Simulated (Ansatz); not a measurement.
Ta2N in space group P-31m (No. 162; Ta on 6k, N on 2d, N on 1a) under volume change, plane-wave PAW PBEsol (Ansatz code), shape and atoms relaxed at each volume.

| V (Å³/atom) | E − E(relaxed) (meV/atom) | P (GPa) |
|---|---|---|
| 11.919 | … | … |
| 12.312 | 49.8 | 21.42 |
| 12.705 | … | … |
| 13.098 | 0.0 | 0.00 |
| 13.491 | 10.6 | -8.43 |
| 13.884 | 40.3 | -15.61 |
| 14.277 | 86.3 | -21.73 |

**Question.** Fill in the missing entries.

**Answer.** 
- 11.919, E − E(relaxed) (meV/atom): 118.5
- 11.919, P (GPa): 34.94
- 12.705, E − E(relaxed) (meV/atom): 11.8
- 12.705, P (GPa): 9.87

**Question.** What does a third-order Birch–Murnaghan fit give for V₀, B₀ and B′?

**Answer.** V₀ = 13.10 Å³/atom, B₀ = 303 GPa, B′ = 4.3.

The workflow started from a Materials Project entry (that database holds measured and hypothetical structures alike); the Crystallography Open Database copy checked does not list it. Whether it is the stable phase at ambient conditions was not checked. The PBEsol relaxation kept the symmetry of its start; of distortions, only those at the zone centre were tested. No spin polarisation was allowed. Scalar-relativistic: spin–orbit coupling is off unless named, which matters more the heavier the elements.

Potentials: the later of the program's two PAW sets.
